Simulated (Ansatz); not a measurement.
One crystal and one scan (frozen-phonon scan) at two levels, LDA (plane waves to 420 eV, PAW, scalar-relativistic; Ansatz, an electronic-structure program) and PBE (plane waves to 420 eV, PAW, scalar-relativistic; Ansatz), each from its own relaxed cell and on its own mesh. The cell shown is that of LDA.

Relaxed ZnAu (CsCl type):

```
CELL_PARAMETERS angstrom
      6.19172     0.00000     0.00000
      0.00000     3.09586     0.00000
      0.00000     0.00000     3.09586
ATOMIC_POSITIONS crystal
  Zn 0.25000 0.50000 0.50000
  Zn 0.75000 0.50000 0.50000
  Au 0.00000 0.00000 0.00000
  Au 0.50000 0.00000 0.00000
```

A phonon eigenvector at X = (0.5, 0.0, 0.0) is frozen into this cell: atom i moves by Q times the vector below, so Q is the largest atomic displacement, in Å. The cell is held. It is one choice among 2 degenerate patterns. (q is in reciprocal vectors of the primitive cell; the cell shown is doubled to hold the pattern.)

| atom | x | y | z |
|---|---|---|---|
| Au3 | 0.000 | 0.000 | -1.000 |
| Au4 | 0.000 | 0.000 | 1.000 |

Atoms not listed stay in place.

Spin-orbit coupling is left out, though Au is heavy. ZnAu was relaxed with its symmetry unable to fall. With partly filled bands, energies and forces of such displacements shift with the k mesh and the smearing. Percentages come from the unrounded values. Both scans cover Q from -0.100 to 0.100 Å.

Results of LDA:

```
Property                                                                                                                                           Value
----------------------------------------------------------------------------------------  --------------------------------------------------------------
Lattice constant a (Å)                                                                                                                             3.096
Energy at Q = 0.100 Å (meV/cell)                                                                                                                    25.9
Harmonic wavenumber from the curvature (finite differences) (cm⁻¹ (negative: imaginary))                                                              59
Space group of the distorted cell                                                                                      Pmma (No. 51), lowered from Pm-3m
Symmetry of the curve                                                                                                      even: the same for both signs
Shape of the curve                                                                        a single well with its minimum at or next to zero displacement
```

Problem. What does PBE give for the same quantities?

Solution. 
| quantity | PBE | LDA − PBE |
|---|---|---|
| Lattice constant a (Å) | 3.187 | -0.091 (-2.9 %) |
| Energy at Q = 0.100 Å (meV/cell) | 18.1 | +7.8 (+43 %) |
| Harmonic wavenumber from the curvature (finite differences) (cm⁻¹ (negative: imaginary)) | 49 | +10 (+20 %) |

LDA gives the higher value for: energy at Q = 0.100 Å; harmonic wavenumber from the curvature. LDA gives the lower value for: lattice constant a. Both give the same space group of the distorted cell: Pmma (No. 51), lowered from Pm-3m. Neither level is exact: the differences show how much the result hangs on the functional.

(A displaced cell: forces are minus the slopes of the energy, force constants its curvatures, and phonons follow from these.)
